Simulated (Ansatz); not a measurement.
NaTlTe₂, ordered on the zincblende lattice (P-4m2) with 4 atoms a cell was relaxed with 5 functionals in Ansatz 0.2.0, cell and atoms free, the symmetry of the start kept (meshes: PBE 6×6×4, r2SCAN 6×6×4, PBEsol 6×6×4, LDA 6×6×4, HSE06 4×4×2). No spin polarisation. The prototype was imposed, so other structures may be more stable.

The r2SCAN result:
```cif
data_structure
_symmetry_space_group_name_H-M 'P-4m2'
_symmetry_Int_Tables_number 115
_cell_length_a 4.6346
_cell_length_b 4.6346
_cell_length_c 7.4229
_cell_angle_alpha 90.000
_cell_angle_beta 90.000
_cell_angle_gamma 90.000
_cell_volume 159.44
loop_
_atom_site_label
_atom_site_type_symbol
_atom_site_symmetry_multiplicity
_atom_site_Wyckoff_symbol
_atom_site_fract_x
_atom_site_fract_y
_atom_site_fract_z
_atom_site_occupancy
Na1 Na 1 a 0.00000 0.00000 0.00000 1
Te1 Te 2 g 0.00000 0.50000 0.26857 1
Tl1 Tl 1 c 0.50000 0.50000 0.50000 1
```

Space group P-4m2 (No. 115), tetragonal; a = 4.635 Å, c = 7.423 Å in the conventional setting, 39.86 Å³ an atom. Na has 4 Te at 3.06 Å; Te has 2 Tl at 2.88 Å and 2 Na at 3.06 Å; Tl has 4 Te at 2.88 Å.

Question: What lattice does HSE06 give?

Answer: a = 4.635 Å, c = 7.417 Å; the volume differs by 0.0 % from r2SCAN's. Na has 4 Te at 3.07 Å; Te has 2 Tl at 2.87 Å and 2 Na at 3.07 Å; Tl has 4 Te at 2.87 Å.

Question: How does the cell change with PBE?

Answer: a = 4.703 Å, c = 7.468 Å; the volume differs by +3.6 % from r2SCAN's. Na has 4 Te at 3.09 Å; Te has 2 Tl at 2.92 Å and 2 Na at 3.09 Å; Tl has 4 Te at 2.92 Å.

Question: Held at the r2SCAN cell, what mean stress do LDA and PBE find, and does its sign point to their own minimum?

Answer: Yes. LDA -1.51 GPa, and its relaxed volume is -6.2 % from r2SCAN's; PBE +0.87 GPa, and its relaxed volume is +3.6 % from r2SCAN's. Compression counts positive, so a positive stress asks for a larger cell.
